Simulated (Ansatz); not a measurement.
Consider the following.

Pt:
```cif
data_Pt
_chemical_formula_sum 'Pt1'
_space_group_name_H-M_alt 'P 1'
_space_group_IT_number 1
_cell_length_a 2.58717
_cell_length_b 2.58717
_cell_length_c 2.58717
_cell_angle_alpha 90.000
_cell_angle_beta 90.000
_cell_angle_gamma 90.000
loop_
_space_group_symop_operation_xyz
  'x, y, z'
loop_
_atom_site_label
_atom_site_type_symbol
_atom_site_fract_x
_atom_site_fract_y
_atom_site_fract_z
_atom_site_occupancy
Pt1 Pt 0.00000 0.00000 0.00000 1
```

This is the PBEsol-relaxed structure.

**Question.** All from DFT-PBEsol in the program Ansatz with PAW potentials, unless another level is named. Predict the density of states at the Fermi level.

**Answer.** 1.3 states/eV per atom (mean over ±0.08 eV).

**Question.** Predict the gap with spin–orbit coupling.

**Answer.** none (metallic).

Space group Pm-3m (simple cubic). A made-up cell: these elements were put on the sites of a structure type; neither database checked (COD, Materials Project) lists it. It is not the phase usual at ambient conditions (space group No. 225). The PBEsol relaxation kept the symmetry of its start; its stability against distortions is not shown here. No spin polarisation was allowed. Scalar-relativistic: spin–orbit coupling is off unless named, which matters more the heavier the elements.

Potentials: the later of the program's two PAW sets.
